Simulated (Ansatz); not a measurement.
A relaxation computed with Ansatz, from input to last step.

```yaml
crystal:
  lattice:
    - [3.5555666796, 0.0, 0.0]
    - [0.0, 3.5555666796, 0.0]
    - [0.0, 0.0, 6.0652926487]
  atoms:
    - { symbol: Ni, position: [0.0, 0.0, 0.0] }
    - { symbol: Ni, position: [0.5, 0.5, 0.0] }
    - { symbol: As, position: [0.0, 0.5, 0.2508745531] }
    - { symbol: As, position: [0.5, 0.0, 0.7491254469] }
    - { symbol: Rh, position: [0.0, 0.5, 0.6384417703] }
    - { symbol: Rh, position: [0.5, 0.0, 0.3615582297] }
basis:
  ecutwfc: 500
kpoints:
  mp_grid: { grid: [10, 10, 6] }
hamiltonian:
  xc: r2scan
scf:
  occupations: { method: gaussian, width: 0.1 }
output:
  forces: true
  stress: true
  eigenvalues: true
relax:
  adjacent_minimum: "off"
  f_tol: 0.008
  max_steps: 50
  cell: { stress_tol: 0.08, p_target: 5.0 }
```

```bash
ansatz run input.yaml --threads 1 --pin off --max-ram 2560MiB --backend cpu --events-out ev --progress --plain --runs-dir out
```

Theory: Ansatz 0.2.0, DFT r2SCAN, scalar-relativistic, plane waves, PAW.

Of 4 frames 3 are shown, positions in Å and forces in eV/Å; the SCF threshold varies from step to step. Steps run on the plane waves of an earlier cell, with a Pulay correction in the pressure. The basis is chosen afresh for the last frame, the zero of the energies, and at times for earlier ones too; energy and pressure can step there, also at an unchanged geometry. Where two frames share a geometry here, they differ by under 2 meV/atom and 0.3 GPa. The relaxation lowers the enthalpy F + PV at the target pressure, so the free energy itself can rise. Spin polarisation was left out; whether the Ni atoms would carry moments isn't shown by this run.

```xyz
6
Lattice="3.5556 0.0000 0.0000 0.0000 3.5556 0.0000 0.0000 0.0000 6.0653" Properties=species:S:1:pos:R:3:forces:R:3 pbc="T T T" step=1 free_energy_over_end_meV_per_atom=0.12 pressure_GPa=5.16
Ni    0.0000    0.0000    0.0000    0.0000    0.0000    0.0000
Ni    1.7778    1.7778    0.0000    0.0000    0.0000    0.0000
As    0.0000    1.7778    1.5216    0.0000    0.0000   -0.0007
As    1.7778    0.0000    4.5437    0.0000    0.0000    0.0007
Rh    0.0000    1.7778    3.8723    0.0000    0.0000    0.0298
Rh    1.7778    0.0000    2.1930    0.0000    0.0000   -0.0298
6
Lattice="3.5546 0.0000 0.0000 0.0000 3.5546 0.0000 0.0000 0.0000 6.0712" Properties=species:S:1:pos:R:3:forces:R:3 pbc="T T T" step=2 free_energy_over_end_meV_per_atom=-0.08 pressure_GPa=5.03
Ni    0.0000    0.0000    0.0000    0.0000    0.0000    0.0000
Ni    1.7773    1.7773    0.0000    0.0000    0.0000    0.0000
As    0.0000    1.7773    1.5233    0.0000    0.0000    0.0094
As    1.7773    0.0000    4.5479    0.0000    0.0000   -0.0094
Rh    0.0000    1.7773    3.8767    0.0000    0.0000    0.0118
Rh    1.7773    0.0000    2.1945    0.0000    0.0000   -0.0118
6
Lattice="3.5528 0.0000 0.0000 0.0000 3.5528 0.0000 0.0000 0.0000 6.0760" Properties=species:S:1:pos:R:3:forces:R:3 pbc="T T T" step=4 free_energy_over_end_meV_per_atom=0.00 pressure_GPa=5.04
Ni    0.0000    0.0000    0.0000    0.0000    0.0000    0.0000
Ni    1.7764    1.7764    0.0000    0.0000    0.0000    0.0000
As    0.0000    1.7764    1.5257    0.0000    0.0000   -0.0041
As    1.7764    0.0000    4.5503    0.0000    0.0000    0.0041
Rh    0.0000    1.7764    3.8805    0.0000    0.0000   -0.0026
Rh    1.7764    0.0000    2.1955    0.0000    0.0000    0.0026
```

It took 3.6 min on 1 thread of Arm Neoverse V1 (shared host), peak memory 0.74 GiB.